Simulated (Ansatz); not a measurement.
**Two-dimensional strain map in Ba**

Level of theory: DFT LDA, scalar-relativistic, plane waves, PAW in Ansatz 0.2.0. The runs took a 420 eV cutoff, a Γ-centred 12×12×12 mesh and Gaussian smearing (0.15 eV). No spin polarisation. Energies are free energies at this smearing, counted from the undisturbed cell; pressure is positive in compression.

The starting cell (as given, not relaxed at this level; it stands at -1.2 GPa; this simple cubic form isn't the usual structure):

```
Ba
1.0
     3.91772    0.00000    0.00000
     0.00000    3.91772    0.00000
     0.00000    0.00000    3.91772
Ba
1
Cartesian
  0.0000 0.0000 0.0000
```

The cell is strained by p along both x and y and by q along z, fractional coordinates fixed. Points are written (p, q).

Energy above the undisturbed cell in meV/atom (a dash: not computed):

```csv
p \ q,-0.030,-0.015,0.000,0.015,0.030
-0.030,-29.6,-25.3,-18.9,-10.7,-0.6
-0.015,-21.1,–,-11.3,–,6.1
0.000,-9.0,-5.5,0.0,7.4,16.6
0.015,6.7,–,14.7,–,–
0.030,25.7,–,32.5,–,47.4
```

Pressure in GPa:

```csv
p \ q,-0.030,-0.015,0.000,0.015,0.030
-0.030,-0.6,-0.7,-0.8,-0.9,-1.0
-0.015,-0.8,–,-1.0,–,-1.1
0.000,-1.0,-1.1,-1.2,-1.2,-1.3
0.015,-1.1,–,-1.3,–,–
0.030,-1.3,–,-1.4,–,-1.5
```